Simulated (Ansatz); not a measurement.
The elements of this relaxed trial crystal are hidden behind letters.

```
lattice vectors (Å)
   5.6915    0.0000    0.0000
   0.0000    5.6915    0.0000
   0.0000    0.0000    5.6915
fractional positions
X 0.0000 0.0000 0.0000
Z 0.3020 0.3020 0.3020
Z 0.6980 0.6980 0.3020
Z 0.3020 0.6980 0.6980
Z 0.6980 0.3020 0.6980
```

The calculation used DFT PBE, scalar-relativistic, plane waves, PAW in Ansatz 0.2.0. Cutoff 420 eV, Γ-centred 8×8×8 mesh (5-atom cell), Gaussian smearing of 0.10 eV, no spin polarisation.

```
Space group                              : P-43m (No. 215)
Conventional cell                        : a = 5.691 Å
Volume per atom                          : 36.87 Å³
Density                                  : 6.48 g/cm³
Energy over the elements                 : +0.36 eV/atom
Gap on the 8×8×8 mesh of the 5-atom cell : 0 eV (a metal)
```

Energies are uncorrected and count from the elements' standard states at the same level.

Task: X is a p-block element of period 6 and Z is a p-block element of period 5. Which elements are they?

Result: X = Bi, Z = Te, so the formula is BiTe4. Density times volume gives a mean mass of 6.48 × 36.87/1.6605 = 143.9 u per atom, and this set has 143.9 u. Bi is surrounded by 4 Te at 2.98 Å; Te has 1 Bi at 2.98 Å and 3 Te at 3.19 Å. Other sets within the hints have nearly the same mass, so mass alone doesn't settle it; this one was computed.

These runs have no spin–orbit coupling, which can matter for Bi and Te. An odd number of electrons in the primitive cell allows no gap without spin; a larger cell or a magnetic state could open one. The cell is a metal run without spin; a magnetic state may lie lower. A structure relaxed within its symmetry needn't be a true minimum. Another cell of BiTe4 relaxed alike, in I4/mmm, lies 158 meV/atom lower, so this cell isn't the stable form at this level.
